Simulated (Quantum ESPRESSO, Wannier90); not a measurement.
# Wannier functions of Au (Cmcm, model phase)

Cell from Materials Project (mp-1008634), symmetrised, no further relaxation. This isn't the element's usual structure (fcc); take it as a model of another phase. Method: PBEsol plane waves in Quantum ESPRESSO 7.5 (PseudoDojo norm-conserving files, 61 Ry, no spin polarisation, no spin-orbit coupling), Bloch states on a 12×12×6 mesh through Γ, Wannier90 4.0.1. Density: 16×16×10 mesh, cold smearing 0.01 Ry. Spin-orbit coupling is left out although heavy elements are present.

On the energy scale of pw.x, whose zero is arbitrary, the Fermi level lies at 19.49 eV.

Input w.win:

```
num_bands = 2
num_wann = 2
exclude_bands = 3-37
num_iter = 1000
conv_tol = 1.0e-6
conv_window = 4
write_hr = true
write_u_matrices = true
auto_projections = true
begin unit_cell_cart
ang
    1.4113100000   -2.5559350000    0.0000000000
    1.4113100000    2.5559350000    0.0000000000
    0.0000000000    0.0000000000    4.8931700000
end unit_cell_cart
begin atoms_frac
Au  -0.3346700000  0.3346700000 -0.2500000000
Au   0.3346700000 -0.3346700000  0.2500000000
end atoms_frac
mp_grid = 12 12 6
begin kpoints
0.0000000000 0.0000000000 0.0000000000
0.0000000000 0.0000000000 0.1666666667
0.0000000000 0.0000000000 0.3333333333
... (861 more lines: the 12x12x6 mesh through Gamma)
end kpoints
```

Input of pw2wannier90.x that gives the overlap and projection files (equivalent; here they were cut from one run over all bands):

```
&inputpp
  outdir = './out'
  prefix = 'pwscf'
  seedname = 'w'
  write_amn = .true.
  write_mmn = .true.
  atom_proj = .true.
  atom_proj_exclude = 2 3 4 5 6 7 8 9 10 12 13 14 15 16 17 18 19 20
/
```

Output w.wout (banner and timings cut):

```
                                    ------
                                    SYSTEM
                                    ------

                              Lattice Vectors (Ang)
                    a_1     1.411310  -2.555935   0.000000
                    a_2     1.411310   2.555935   0.000000
                    a_3     0.000000   0.000000   4.893170

                   Unit Cell Volume:      35.30145  (Ang^3)

                        Reciprocal-Space Vectors (Ang^-1)
                    b_1     2.226012  -1.229136   0.000000
                    b_2     2.226012   1.229136  -0.000000
                    b_3    -0.000000   0.000000   1.284073

 *----------------------------------------------------------------------------*
 |   Site       Fractional Coordinate          Cartesian Coordinate (Ang)     |
 +----------------------------------------------------------------------------+
 | au   1  -0.33467   0.33467  -0.25000   |    0.00000   1.71079  -1.22329    |
 | au   2   0.33467  -0.33467   0.25000   |    0.00000  -1.71079   1.22329    |
 *----------------------------------------------------------------------------*
                                ------------
                                K-POINT GRID
                                ------------

             Grid size = 12 x 12 x  6      Total points =  864

 *---------------------------------- MAIN ------------------------------------*
 |  Number of Wannier Functions               :                 2             |
 |  Number of Objective Wannier Functions     :                 2             |
 |  Number of input Bloch states              :                 2             |
 |  Output verbosity (1=low, 5=high)          :                 1             |
 |  Timing Level (1=low, 5=high)              :                 1             |
 |  Optimisation (0=memory, 3=speed)          :                 3             |
 |  Length Unit                               :               Ang             |
 |  Post-processing setup (write *.nnkp)      :                 F             |
 |  Using Gamma-only branch of algorithms     :                 F             |
 *----------------------------------------------------------------------------*
 *------------------------------- WANNIERISE ---------------------------------*
 |  Total number of iterations                :              1000             |
 |  Number of CG steps before reset           :                 5             |
 |  Trial step length for line search         :             2.000             |
 |  Convergence tolerence                     :         0.100E-05             |
 |  Convergence window                        :                 4             |
 |  Iterations between writing output         :                 1             |
 |  Iterations between backing up to disk     :               100             |
 |  Write r^2_nm to file                      :                 F             |
 |  Write xyz WF centres to file              :                 F             |
 |  Write on-site energies <0n|H|0n> to file  :                 F             |
 |  Use guiding centre to control phases      :                 F             |
 |  Use phases for initial projections        :                 F             |
 *----------------------------------------------------------------------------*
 *-------------------------------- PLOTTING ----------------------------------*
 |  Plotting Hamiltonian in WF basis          :                 T             |
 *----------------------------------------------------------------------------*

       ... (k-mesh section left out)

 Starting a new Wannier90 calculation ...

 Reading overlaps from w.mmn

 Reading projections from w.amn

 *------------------------------- WANNIERISE ---------------------------------*
 +--------------------------------------------------------------------+<-- CONV
 | Iter  Delta Spread     RMS Gradient      Spread (Ang^2)            |<-- CONV
 +--------------------------------------------------------------------+<-- CONV

 ------------------------------------------------------------------------------
 Initial State
  WF centre and spread    1  (  0.000000,  1.710805, -1.223292 )     0.26259727
  WF centre and spread    2  (  0.000000, -1.710805,  1.223292 )     0.26259727
  Sum of centres and spreads (  0.000000, -0.000000,  0.000000 )     0.52519453

      0     0.525E+00     0.0000000000        0.5251945369  <-- CONV
        O_D=      0.0000000 O_OD=      0.0000000 O_TOT=      0.5251945 <-- SPRD
 ------------------------------------------------------------------------------
      1     0.000E+00     0.0000000094        0.5251945369  <-- CONV
        O_D=      0.0000000 O_OD=      0.0000000 O_TOT=      0.5251945 <-- SPRD
      2     0.000E+00     0.0000000094        0.5251945369  <-- CONV
        O_D=      0.0000000 O_OD=      0.0000000 O_TOT=      0.5251945 <-- SPRD
      3     0.000E+00     0.0000000093        0.5251945369  <-- CONV
        O_D=      0.0000000 O_OD=      0.0000000 O_TOT=      0.5251945 <-- SPRD
      4     0.000E+00     0.0000000093        0.5251945369  <-- CONV
        O_D=      0.0000000 O_OD=      0.0000000 O_TOT=      0.5251945 <-- SPRD
             <<<     Delta < 1.000E-06  over  4 iterations     >>>
             <<< Wannierisation convergence criteria satisfied >>>
 Final State
  WF centre and spread    1  (  0.000000,  1.710805, -1.223292 )     0.26259727
  WF centre and spread    2  (  0.000000, -1.710805,  1.223292 )     0.26259727
  Sum of centres and spreads (  0.000000, -0.000000,  0.000000 )     0.52519453

         Spreads (Ang^2)       Omega I      =     0.525194536
        ================       Omega D      =     0.000000000
                               Omega OD     =     0.000000001
    Final Spread (Ang^2)       Omega Total  =     0.525194537
```
